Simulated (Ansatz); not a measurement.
NiGe:
```
CELL_PARAMETERS angstrom
      5.27470     0.00000     0.00000
      0.00000     3.46838     0.00000
      0.00000     0.00000     5.81480
ATOMIC_POSITIONS crystal
  Ni 0.50510 0.25000 0.69373
  Ni 0.49490 0.75000 0.30627
  Ni 0.99490 0.75000 0.19373
  Ni 0.00510 0.25000 0.80627
  Ge 0.69103 0.25000 0.08672
  Ge 0.30897 0.75000 0.91328
  Ge 0.80897 0.75000 0.58672
  Ge 0.19103 0.25000 0.41328
```

Relaxed with r²SCAN. Special points in fractions of this cell's reciprocal vectors: Γ (0.000, 0.000, 0.000); X (0.500, 0.000, 0.000); S (0.500, 0.500, 0.000); Y (0.000, 0.500, 0.000); Z (0.000, 0.000, 0.500); U (0.500, 0.000, 0.500); R (0.500, 0.500, 0.500); T (0.000, 0.500, 0.500).

Question: List the band energies nearest the Fermi level at these points for DFT-r²SCAN in the program Ansatz with PAW potentials.

Answer: In eV from the Fermi level; about four levels below and three above (degenerate sets whole), none deeper than 8.9 eV; points with the same levels are listed once.

| k | below | above |
|---|---|---|
| Γ | -1.80 -1.20 -1.15 -0.84 | 0.81 0.95 3.90 |
| X | -1.82 -1.82 -1.72 -1.72 | 0.95 0.95 1.44 1.44 |
| S | -1.47 -1.47 -1.47 -1.47 | 0.26 0.26 0.26 0.26 |
| Y | -1.35 -1.35 -0.55 -0.55 | 2.13 2.13 2.36 2.36 |
| Z | -1.35 -1.35 -0.25 -0.25 | 0.98 0.98 2.83 2.83 |
| U | -1.99 -1.99 -0.96 -0.96 | 0.81 0.81 2.59 2.59 2.60 2.60 |
| R | -1.71 -1.71 -1.71 -1.71 | 2.47 2.47 2.47 2.47 |
| T | -1.81 -1.81 -1.63 -1.63 | 0.36 0.36 0.82 0.82 |

Space group Pnma. The cell was relaxed with r²SCAN under the symmetry of its start. No spin polarisation was allowed. Scalar-relativistic: spin–orbit coupling is off unless named, which matters more the heavier the elements.

Potentials: the later of the program's two PAW sets.
